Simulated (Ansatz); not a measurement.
## Computed properties of CuF (NiAs type)

All numbers come from the plane-wave code Ansatz. No spin polarisation and no zero-point or thermal motion; the cell was built from a prototype and may be hypothetical.

The cell is CuF, NiAs type; cell and atoms were relaxed with r2SCAN. Space group P6_3/mmc (No. 194), hexagonal; a = 2.763 Å, c = 6.402 Å in the conventional setting, 10.58 Å³ an atom. Around Cu lie 6 F at 2.26 Å; around F lie 6 Cu at 2.26 Å.

```
CELL_PARAMETERS angstrom
2.76254 0.00000 0.00000
-1.38127 2.39243 0.00000
0.00000 0.00000 6.40198
ATOMIC_POSITIONS crystal
Cu 0.00000 0.00000 0.00000
Cu 0.00000 0.00000 0.50000
F 0.33333 0.66667 0.25000
F 0.66667 0.33333 0.75000
```

Relaxed lattice by functional, symmetry kept:
```csv
functional,k mesh,a (Å),c (Å),volume (Å³/atom)
PBE,12×12×6,3.297,5.201,12.24
r2SCAN,12×12×4,2.763,6.402,10.58
PBEsol,12×12×4,3.211,5.111,11.40
LDA,12×12×4,3.153,5.011,10.79
```

Band edges at fixed r2SCAN geometry:

| level | k mesh | gap (eV) | kind | edges | least direct gap (eV) | rough cost |
| --- | --- | --- | --- | --- | --- | --- |
| LDA | 12×12×4 | none (overlap 0.45) | – | – | – | 12 core-seconds |
| PBE | 12×12×4 | none (overlap 0.44) | – | – | – | 13 core-seconds |
| r2SCAN | 12×12×4 | none (overlap 0.40) | – | – | – | 22 core-seconds |
| HSE06 | 9×9×4 | 0.87 | indirect | M → Γ | 1.40 | 12 core-minutes |

All runs use a smearing of 0.02 eV.
Wave cutoffs: 420 eV, 500 eV (r2SCAN).
Points off the special ones are mesh points or PBE's searched band edges, reused at the other levels.
Costs come from shared machines and give only the order; PBE's includes the band path. The runs had 2 threads of Intel(R) Xeon(R) Processor @ 2.50GHz (Skylake/Cascade Lake), on a shared host.

HSE06 gives an indirect gap of 0.87 eV, from M to Γ; the least direct gap is 1.40 eV at Γ.

The levels disagree on the kind of gap: indirect with HSE06; no gap with LDA, PBE, r2SCAN.

Overlapping bands make a metal at that level, for which these meshes are coarse; small forces, stresses and energy differences are uncertain. A small overlap in a semilocal functional can be an artefact that a hybrid or GW lifts.

The meshes of the hybrids are coarse, so their gaps aren't converged to the digits shown.
